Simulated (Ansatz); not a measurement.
Data:

Starting cell, MgB₂ (AlB2 type, space group P6/mmm):

```
CELL_PARAMETERS angstrom
      3.07432     0.00000     0.00000
     -1.53716     2.66244     0.00000
      0.00000     0.00000     7.05507
ATOMIC_POSITIONS crystal
  Mg 0.00000 0.00000 0.00000
  Mg 0.00000 0.00000 0.50000
  B  0.33333 0.66667 0.25000
  B  0.33333 0.66667 0.75000
  B  0.66667 0.33333 0.25000
  B  0.66667 0.33333 0.75000
```

A phonon eigenvector at A = (0.0, 0.0, 0.5) is frozen into this cell: atom i moves by Q times the vector below, so Q is the largest atomic displacement, in Å. The cell is held. (q is in reciprocal vectors of the primitive cell; the cell shown is doubled to hold the pattern.)

```
atom      x      y       z
----  -----  -----  ------
Mg1   0.000  0.000   1.000
Mg2   0.000  0.000  -1.000
```

Atoms not listed stay in place.

Level of theory: PBE (plane waves to 420 eV, PAW, scalar-relativistic; Ansatz, a quantum-chemistry and plane-wave program). k mesh 17×17×7 (Γ-centred), Fermi-Dirac smearing 0.05 eV. Energies are smeared free energies. With partly filled bands, energies and forces of such displacements shift with the k mesh and the smearing. MgB2 was relaxed with its symmetry unable to fall. ΔE is measured from the undisplaced structure.

The scan covers Q from -0.180 to 0.180 Å in 13 points.

Problem. What is the energy change at Q = 0.180 Å?

Solution. 288 meV/cell.

Problem. What harmonic wavenumber does the curvature at Q = 0 give?

Solution. 316 cm⁻¹.

(For displaced atoms, the force is minus the slope of the energy, and its curvature is a force constant, which sets phonon frequencies.)
